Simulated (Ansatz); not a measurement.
Ni3N:
```
CELL_PARAMETERS angstrom
      4.54734     0.00000     0.00000
     -2.27367     3.93812     0.00000
      0.00000     0.00000     4.23623
ATOMIC_POSITIONS crystal
  Ni 0.00000 0.67092 0.50000
  Ni 0.32908 0.00000 0.00000
  Ni 0.32908 0.32908 0.50000
  Ni 0.00000 0.32908 0.00000
  Ni 0.67092 0.00000 0.50000
  Ni 0.67092 0.67092 0.00000
  N  0.66667 0.33333 0.75000
  N  0.33333 0.66667 0.25000
```

Relaxed with PBEsol.

Problem. Which orbitals make up the states near the Fermi level in plane-wave PAW PBEsol (Ansatz code)?

Solution. Within 0.5 eV of the Fermi level: Ni 3d 84 %, N 2p 10 %. Projections are on Löwdin-orthogonalised atomic valence shells; empty p or d shells of many metals are not among them.

Problem. Tabulate the density of states.

Solution. States/eV per cell of 8 atoms, in 0.25 eV bins, energy from the Fermi level.

| E (eV) | total | Ni 3d | N 2p | Ni 4s |
|---|---|---|---|---|
| -7.85 | 2.76 | 0.70 | 1.63 | 0.37 |
| -7.60 | 5.93 | 1.65 | 3.48 | 0.64 |
| -7.35 | 5.86 | 1.75 | 3.50 | 0.48 |
| -7.10 | 4.15 | 1.18 | 2.57 | 0.28 |
| -6.85 | 5.63 | 1.71 | 3.62 | 0.16 |
| -6.60 | 7.32 | 2.26 | 4.80 | 0.11 |
| -6.35 | 0.67 | 0.20 | 0.45 | 0.01 |
| -6.10 | 0.01 | 0.00 | 0.00 | 0.01 |
| -5.85 | 0.10 | 0.04 | 0.01 | 0.04 |
| -5.60 | 0.21 | 0.09 | 0.02 | 0.08 |
| -5.35 | 0.37 | 0.18 | 0.04 | 0.13 |
| -5.10 | 0.60 | 0.31 | 0.06 | 0.20 |
| -4.85 | 0.94 | 0.51 | 0.08 | 0.31 |
| -4.60 | 1.52 | 0.89 | 0.10 | 0.48 |
| -4.35 | 2.01 | 1.25 | 0.10 | 0.61 |
| -4.10 | 3.16 | 2.22 | 0.12 | 0.74 |
| -3.85 | 7.46 | 5.92 | 0.18 | 1.12 |
| -3.60 | 15.11 | 12.95 | 0.21 | 1.36 |
| -3.35 | 14.28 | 12.28 | 0.23 | 1.09 |
| -3.10 | 13.28 | 11.74 | 0.22 | 0.67 |
| -2.85 | 12.81 | 11.59 | 0.24 | 0.37 |
| -2.60 | 7.21 | 6.80 | 0.06 | 0.11 |
| -2.35 | 11.13 | 10.76 | 0.06 | 0.12 |
| -2.10 | 15.52 | 15.04 | 0.08 | 0.15 |
| -1.85 | 8.91 | 8.61 | 0.07 | 0.07 |
| -1.60 | 14.24 | 13.74 | 0.16 | 0.13 |
| -1.35 | 21.42 | 20.81 | 0.25 | 0.16 |
| -1.10 | 18.82 | 18.18 | 0.30 | 0.17 |
| -0.85 | 14.75 | 14.34 | 0.19 | 0.10 |
| -0.60 | 17.24 | 16.64 | 0.28 | 0.13 |
| -0.35 | 9.41 | 8.34 | 0.53 | 0.24 |
| -0.10 | 6.04 | 4.93 | 0.68 | 0.20 |
| 0.15 | 2.94 | 2.25 | 0.40 | 0.12 |
| 0.40 | 3.44 | 2.49 | 0.67 | 0.11 |
| 0.65 | 3.97 | 2.68 | 0.96 | 0.19 |
| 0.90 | 5.73 | 3.70 | 1.60 | 0.24 |
| 1.15 | 7.44 | 4.64 | 2.17 | 0.37 |
| 1.40 | 1.92 | 0.97 | 0.58 | 0.17 |
| 1.65 | 2.80 | 1.28 | 0.79 | 0.32 |
| 1.90 | 1.77 | 0.74 | 0.46 | 0.25 |
| 2.15 | 1.70 | 0.65 | 0.40 | 0.31 |
| 2.40 | 1.73 | 0.60 | 0.36 | 0.40 |
| 2.65 | 1.40 | 0.43 | 0.24 | 0.40 |
| 2.90 | 1.24 | 0.33 | 0.17 | 0.39 |
| 3.15 | 1.91 | 0.48 | 0.17 | 0.68 |
| 3.40 | 1.72 | 0.41 | 0.18 | 0.61 |
| 3.65 | 1.79 | 0.37 | 0.23 | 0.57 |
| 3.90 | 3.31 | 0.62 | 0.49 | 1.03 |
| 4.15 | 2.14 | 0.36 | 0.32 | 0.65 |
| 4.40 | 3.93 | 0.61 | 0.67 | 1.06 |
| 4.65 | 1.66 | 0.24 | 0.21 | 0.45 |

Space group P6_322. The workflow started from a Materials Project entry (that database holds measured and hypothetical structures alike); the Crystallography Open Database copy checked does not list it. Whether it is the stable phase at ambient conditions was not checked. The PBEsol relaxation kept the symmetry of its start; its stability against distortions is not shown here. The run is not spin-polarised.

Potentials: the later of the program's two PAW sets.
